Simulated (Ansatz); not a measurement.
Ansatz input file:

```yaml
crystal:
  lattice:
    - [2.8124553515, 0.0, 0.0]
    - [-1.4062276757, 2.4356577814, 0.0]
    - [0.0, 0.0, 4.86685]
  atoms:
    - { symbol: Al, position: [0.66666667, 0.33333333, 0.75] }
    - { symbol: Al, position: [0.33333333, 0.66666667, 0.25] }
basis:
  ecutwfc: 500
kpoints:
  mp_grid: { grid: [9, 9, 4] }
hamiltonian:
  xc: r2scan
scf:
  occupations: { method: gaussian, width: 0.1 }
output:
  forces: true
  stress: true
  eigenvalues: true
```

Run as
```bash
ansatz run input.yaml --threads 1 --pin off --max-ram 2560MiB --backend cpu --events-out ev --progress --plain --runs-dir out
```

Computed with Ansatz 0.2.0, DFT r2SCAN, scalar-relativistic, plane waves, PAW.

Part of what the program printed, abridged (final results; tables in files aren't shown):

```
SCF 1 converged in 6 iterations: F = -1080.710417 eV  dr2 = 2.77e-9
SCF converged after 6 iterations
Free energy (F): -1080.710417 eV
Harris-Foulkes:  -1080.710417 eV  (|F-HF|=3.77e-10)
Internal energy: -1080.706254 eV  (E = F + TS)
E sigma→0 (E₀):  -1080.708336 eV
Entropy (-TS):   -0.004163 eV (-2.081 meV/atom)
Fermi energy:    7.802293 eV
--- Per-component energies (eV) ---
  E_band       = 19.112633
  E_kinetic    = 45.590714
  E_local      = 20.030353  (includes V_loc(G=0)·N_el)
  E_nonlocal   = 19.306586
  E_hartree    = 0.229606
  E_xc         = -73.192781
  E_vxc        = -62.035073  (∫ρ·V_xc dr)
  E_paw        = -946.096119  (= ΣΔE_a)
  E_vpaw       = -6.711911  (= ΣTr[D̂ρ^β])
  E_aug_tail   = -0.000002  (compensation charges beyond the density's cutoff)
  E_vtau       = 2.472753  (kinetic-family band-sum trace: ∫τ·v_τ [+ j·A + Jᵃ·Aᵃ] dr)
  E_ewald      = -146.454395
  E_core_change = -0.120216  (= ΣΔE_core)
  E_smearing   = -0.004163  (= −TS)
--- Forces (eV/Å), atoms counted from 1 ---
  atom   1  Al     0.00000000     0.00000000     0.00000000
  atom   2  Al     0.00000000     0.00000000     0.00000000
--- Stress (GPa, compression-positive) ---
       -2.020045       0.000000       0.000000
        0.000000      -2.020045       0.000000
        0.000000       0.000000      -2.843591
  P = ⅓ Tr σ = -2.2946 GPa (-22.946 kbar)
--- Band table (eV; the first three rows and the last of 36) ---
  k-point 0: bands = ["-3.9118", "2.5877", "2.6150", "19.6260", "20.1164", "20.1164", "20.2016"]
  k-point 1: bands = ["-3.4970", "-0.2172", "6.1600", "15.2410", "20.4121", "20.4121", "20.5230"]
  k-point 2: bands = ["-2.2593", "-2.2593", "10.4087", "10.4087", "21.0455", "21.0455", "21.0455"]
  k-point 35: bands = ["5.5222", "5.5222", "6.1811", "6.1811", "7.2948", "7.2948", "17.8204"]
```

The run converged.

The run took 2 s on 1 thread of AMD EPYC 7R43 64-Core Processor (Zen 3), on a shared host, peak memory 0.4 GiB.

The k mesh is coarse.